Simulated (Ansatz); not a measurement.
Re (hcp, Mg type)

```xyz
2
Lattice="2.7579 0.0000 0.0000 -1.3789 2.3884 0.0000 0.0000 0.0000 4.4628" Properties=species:S:1:pos:R:3 pbc="T T T"
Re     0.0000     1.5923     3.3471
Re     1.3789     0.7961     1.1157
```

The slice is a (0001) plane (indices of the conventional cell) through the point (0.667, 0.333, 0.250) (fractional), spanned by u = [110] and v = [1 -1 0] in vectors of this cell: u (2.76 Å) and v (4.78 Å, at 90° to u). It covers one period; positions are fractions (u, v).

All values below come from r2SCAN (plane waves to 500 eV, PAW, scalar-relativistic; Ansatz, an electronic-structure program). k mesh 19×19×11. These are valence fields of a PAW run, semicore shells included where kept as valence: close to a nucleus they are smooth pseudo fields. Re is run without spin polarisation. Re was relaxed with its symmetry unable to fall. Spin-orbit coupling is left out, though Re is heavy.

Q: What is the ELF at the midpoint of the shortest Re–Re line in this plane (2.76 Å)?

A: 0.38.

Q: What is the valence density on the shortest Re–Re line in this plane (2.76 Å), at its midpoint?

A: 0.42 e/Å³.

Q: Predict the map of the electrostatic potential energy of an electron, from the cell's mean on the slice.

A: 
| v \ u | 0.00 | 0.17 | 0.33 | 0.50 | 0.67 | 0.83 |
|---|---|---|---|---|---|---|
| 0.90 | x | x | <5.0 | 12.3 | <5.0 | x |
| 0.80 | x | <5.0 | 10.9 | 13.0 | 10.9 | <5.0 |
| 0.70 | 12.8 | 10.7 | <5.0 | x | <5.0 | 10.7 |
| 0.60 | 12.1 | <5.0 | x | x | x | <5.0 |
| 0.50 | 10.2 | x | x | x | x | x |
| 0.40 | 12.3 | <5.0 | x | x | x | <5.0 |
| 0.30 | 13.0 | 10.9 | <5.0 | x | <5.0 | 10.9 |
| 0.20 | x | <5.0 | 10.7 | 12.8 | 10.7 | <5.0 |
| 0.10 | x | x | <5.0 | 12.1 | <5.0 | x |
| 0.00 | x | x | x | 10.2 | x | x |

Values: electrostatic potential energy of an electron, from the cell's mean, in eV. Points within 1 Å of a nucleus are blanked (x), as the pseudised field means little there. Values under 5 eV are set to 5. The zero, the cell's mean, hangs on the PAW cores.
